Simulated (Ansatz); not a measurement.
Consider the following.

Relaxed MoS2 (3R-MoS2 type, space group R3m):

```xyz
3
Lattice="1.5876 0.9166 6.1949 -1.5876 0.9166 6.1949 0.0000 -1.8332 6.1949" Properties=species:S:1:pos:R:3 pbc="T T T"
Mo     0.0000     0.0000     0.0001
S      0.0000     0.0000    13.9441
S      0.0000     0.0000    10.8349
```

In this cell atom 2 (S, nearest neighbour Mo at 2.403 Å; its periodic images, 3.2 Å or more away, move with it) is moved by u·(0.707, 0.707, 0.000) + v·(0.000, 0.000, 1.000); the rest is frozen.

Level of theory: r2SCAN+rVV10 (plane waves to 500 eV, PAW, scalar-relativistic; Ansatz, an electronic-structure program). k mesh 10×10×10 (Γ-centred), Fermi-Dirac smearing 0.05 eV. The energy includes the smearing's −TS. Points where atoms come too close for the PAW data are left out (x in tables, blank in figures). As the smearing reaches across the gap at some points, energies and forces of such displacements shift with the k mesh and the smearing. MoS2 is run without spin polarisation. MoS2 was relaxed with its symmetry unable to fall. This is one of several known forms of MoS2; the measured ambient cells at hand have space group No. 194. ΔE is measured from the undisplaced structure. Axes are in Å.

The scan covers u from -0.360 to 0.360 Å in 7 points and v from -0.360 to 0.360 Å in 7 points.

Is the undisplaced position a minimum, a maximum or a saddle of this map?

A minimum.

In which direction of the plane is the atom held most weakly?

Along u.

What are the two principal curvatures of the energy at the centre?

10.1 and 18.1 eV/Å².

(A displaced cell: forces are minus the slopes of the energy, force constants its curvatures, and phonons follow from these.)
